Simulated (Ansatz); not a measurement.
Cu₂Sb:
```yaml
crystal:
  lattice:
    - [3.99936, 0.00000, 0.00000]
    - [0.00000, 3.99936, 0.00000]
    - [0.00000, 0.00000, 6.06057]
  atoms:
    - { symbol: Cu, position: [0.00000, 0.00000, 0.00000] }
    - { symbol: Cu, position: [0.50000, 0.50000, 0.00000] }
    - { symbol: Cu, position: [0.50000, 0.00000, 0.26556] }
    - { symbol: Cu, position: [0.00000, 0.50000, 0.73444] }
    - { symbol: Sb, position: [0.50000, 0.00000, 0.70224] }
    - { symbol: Sb, position: [0.00000, 0.50000, 0.29776] }
```

Relaxed with r²SCAN. Special points in fractions of this cell's reciprocal vectors: Γ (0.000, 0.000, 0.000); X (0.000, 0.500, 0.000); M (0.500, 0.500, 0.000); Z (0.000, 0.000, 0.500); R (0.000, 0.500, 0.500); A (0.500, 0.500, 0.500).

Question: List the band energies nearest the Fermi level at these points for r²SCAN with spin–orbit coupling (plane waves, PAW; program Ansatz).

Answer: In eV from the Fermi level; about four levels below and three above (degenerate sets whole), none deeper than 8.9 eV; points with the same levels are listed once.

```
k                    below                above
-  -----------------------  -------------------
Γ  -2.44 -2.44 -1.00 -1.00  1.10 1.10 1.55 1.55
X  -1.92 -1.92 -1.92 -1.92  0.91 0.91 0.91 0.91
M  -0.02 -0.02 -0.02 -0.02  2.46 2.46 2.46 2.46
Z  -0.31 -0.31 -0.05 -0.05  1.85 1.85 2.16 2.16
R  -2.55 -2.55 -2.55 -2.55  0.66 0.66 0.66 0.66
A  -2.08 -2.08 -2.08 -2.08  3.46 3.46 3.46 3.46
```

Space group P4/nmm. The workflow started from a Materials Project entry (that database holds measured and hypothetical structures alike); the Crystallography Open Database files this formula in space group No. 129, but the cells were not matched. Whether it is the stable phase at ambient conditions was not checked. Symmetry was held in the r²SCAN relaxation; whether a distortion lowers the energy is not shown. No spin polarisation was allowed.

Potentials: the later of the program's two PAW sets.
